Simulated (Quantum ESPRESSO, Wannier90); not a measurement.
**Wannierisation of ZrS₂ (CdI2 type)**

Structure: Materials Project mp-1186, symmetrised, not relaxed again. Not found in the COD (Crystallography Open Database) copy used; not checked further. Computed values, not measurements, from PBEsol: Quantum ESPRESSO (norm-conserving PseudoDojo potentials, cutoff 53 Ry, no spin polarisation, no spin-orbit coupling) on a Γ-centred 12×12×6 mesh, then Wannier90. Density: 12×12×6 mesh, cold smearing 0.01 Ry. The cell is built of weakly bound layers, chains or molecules, whose nearest atoms lie 3.82 Å apart. Database cells relaxed without dispersion often hold them too far apart, which can enlarge gaps and weakens couplings between them; spacing and stacking were not compared with the measured crystal.

```
begin unit_cell_cart
ang
    3.6913800628    0.0000000000    0.0000000000
   -1.8456900314    3.1968289094    0.0000000000
    0.0000000000    0.0000000000    6.0410800000
end unit_cell_cart
mp_grid = 12 12 6
```

Neighbour vectors b of the finite-difference formula (Å⁻¹), by shell:

| shell | b_x | b_y | b_z |
|---|---|---|---|
| 1 | 0.00000 | 0.16379 | 0.00000 |
| 1 | 0.14184 | 0.08189 | 0.00000 |
| 1 | 0.00000 | -0.16379 | 0.00000 |
| 1 | 0.14184 | -0.08189 | 0.00000 |
| 1 | -0.14184 | -0.08189 | 0.00000 |
| 1 | -0.14184 | 0.08189 | 0.00000 |
| 2 | 0.00000 | 0.00000 | 0.17335 |
| 2 | 0.00000 | 0.00000 | -0.17335 |

### Question
Find the weights w_b from the completeness condition Σ_b w_b b_α b_β = δ_αβ.

### Answer
Shell 1: Σ b_x² = 0.080, Σ b_y² = 0.080, Σ b_z² = 0.000 Å⁻²
Shell 2: Σ b_x² = 0.000, Σ b_y² = 0.000, Σ b_z² = 0.060 Å⁻²
Each of the three diagonal sums, weighted, has to give 1 and the off-diagonal ones 0, which holds for w_1 = 12.4 Å², w_2 = 16.6 Å². Check on xx: 12.43×0.080 + 16.64×0.000 = 0.99.

On this mesh the 8 functions of bands 5-12 (valence bands; start: SCDM (isolated), conv_tol = 1.0e-6) end with spreads 1.9394, 1.9394, 1.9380, 1.9381, 1.9375, 1.9374, 1.7931, 1.7931 Å², Ω_I = 13.0844 Å² and Ω_D = 0.0270 Å².

Ω_total is the sum of the spreads, 15.216 Å². Ω_OD = Ω_total − Ω_I − Ω_D = 2.105 Å². Only (Ω_D + Ω_OD)/Ω_total = 14.0 % depends on the gauge, and another start could lower the total by that share at most. The rms radius is √(Ω_total/8) = 1.38 Å.
